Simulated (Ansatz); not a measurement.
Input:

Li6MgBr8:
```cif
data_Br32Li24Mg4
_chemical_formula_sum 'Li24 Mg4 Br32'
_space_group_name_H-M_alt 'Fm-3m'
_space_group_IT_number 225
_space_group_name_Hall '-F 4 2 3'
_cell_length_a 10.97971
_cell_length_b 10.97971
_cell_length_c 10.97971
_cell_angle_alpha 90.000
_cell_angle_beta 90.000
_cell_angle_gamma 90.000
loop_
_atom_site_label
_atom_site_type_symbol
_atom_site_symmetry_multiplicity
_atom_site_Wyckoff_symbol
_atom_site_fract_x
_atom_site_fract_y
_atom_site_fract_z
_atom_site_occupancy
Li1 Li 24 d 0.00000 0.25000 0.25000 1
Mg1 Mg 4 a 0.00000 0.00000 0.00000 1
Br1 Br 8 c 0.25000 0.25000 0.25000 1
Br2 Br 24 e 0.00000 0.00000 0.24329 1
```
(The calculation used a cell of 15 atoms; values per cell refer to that cell.)

This is the r²SCAN-relaxed structure.

All from the program Ansatz at the r²SCAN level (PAW), unless another level is named. Predict the hole effective mass with spin–orbit coupling, band 1 of 2 at the edge.

1.6 along [100], 3.7 along [110], 5.4 along [111] (mₑ).

Give the electron effective mass.

0.34 mₑ (isotropic).

Give the band gap.

5.57 eV (smallest direct gap 5.57 eV).

What about the conduction-band minimum?

at Γ.

Give the valence-band maximum.

on the K–Γ line, 78 % of the way from K.

The first step of the workflow began from a Materials Project structure, measured or hypothetical; the Crystallography Open Database copy checked does not list it. Whether it is the stable phase at ambient conditions was not checked. Symmetry was held in the r²SCAN relaxation; its stability against distortions is not shown here. Spin–orbit coupling is left out wherever it is not named.

Potentials: the later of the program's two PAW sets.
